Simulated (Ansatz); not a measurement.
All numbers below come from DFT PBE, scalar-relativistic, plane waves, PAW (Ansatz 0.2.0). All cells share a 420 eV cutoff and Γ-centred k meshes spaced at most about 0.3 Å⁻¹ (about 0.25 or finer for metals, 2π included). No spin polarisation in the final relaxations.

All energies are static (0 K, no zero-point motion).

Compare these two cells of Ta2Si2O, each relaxed at this level.

A.

```cif
data_structure
_symmetry_space_group_name_H-M 'P6/mmm'
_symmetry_Int_Tables_number 191
_cell_length_a 4.0081
_cell_length_b 4.0081
_cell_length_c 6.6613
_cell_angle_alpha 90.000
_cell_angle_beta 90.000
_cell_angle_gamma 120.000
_cell_volume 92.68
loop_
_atom_site_label
_atom_site_type_symbol
_atom_site_symmetry_multiplicity
_atom_site_Wyckoff_symbol
_atom_site_fract_x
_atom_site_fract_y
_atom_site_fract_z
_atom_site_occupancy
Ta1 Ta 2 e 0.00000 0.00000 0.70982 1
Si1 Si 2 d 0.33333 0.66667 0.50000 1
O1 O 1 a 0.00000 0.00000 0.00000 1
```

B.

```cif
data_structure
_symmetry_space_group_name_H-M 'R-3m:H'
_symmetry_Int_Tables_number 166
_cell_length_a 3.4074
_cell_length_b 3.4074
_cell_length_c 21.4323
_cell_angle_alpha 90.000
_cell_angle_beta 90.000
_cell_angle_gamma 120.000
_cell_volume 215.50
loop_
_atom_site_label
_atom_site_type_symbol
_atom_site_symmetry_multiplicity
_atom_site_Wyckoff_symbol
_atom_site_fract_x
_atom_site_fract_y
_atom_site_fract_z
_atom_site_occupancy
Ta1 Ta 6 c 0.00000 0.00000 0.72970 1
Si1 Si 6 c 0.33333 0.66667 0.80387 1
O1 O 3 a 0.00000 0.00000 0.00000 1
```

Problem. Which form is favoured at zero pressure, and by what margin per atom?

Solution. A is lower, by 70 meV/atom. A has space group P6/mmm (No. 191), 18.5 Å³/atom and no gap on its mesh; B has space group R-3m (No. 166), 14.4 Å³/atom and no gap. Counting Si or Ta atoms around O (for each partner element, those within 1.25 times its shortest distance or 1.15 times the sum of covalent radii, where it is the nearest in units of that sum or under 1.3), A has O 2 and B has O 6. A and B both hold Si–Si nets. The lower one is the more open, so pressure narrows the difference. Both come from invented guesses. A third cell relaxed alike, in P4mm, lies 30 meV/atom below the lower of the two.

Spin–orbit coupling, which can matter for Ta, is left out. With atoms moved at random, P6/mmm came back. Other cells relaxed within their symmetry can be saddle points.
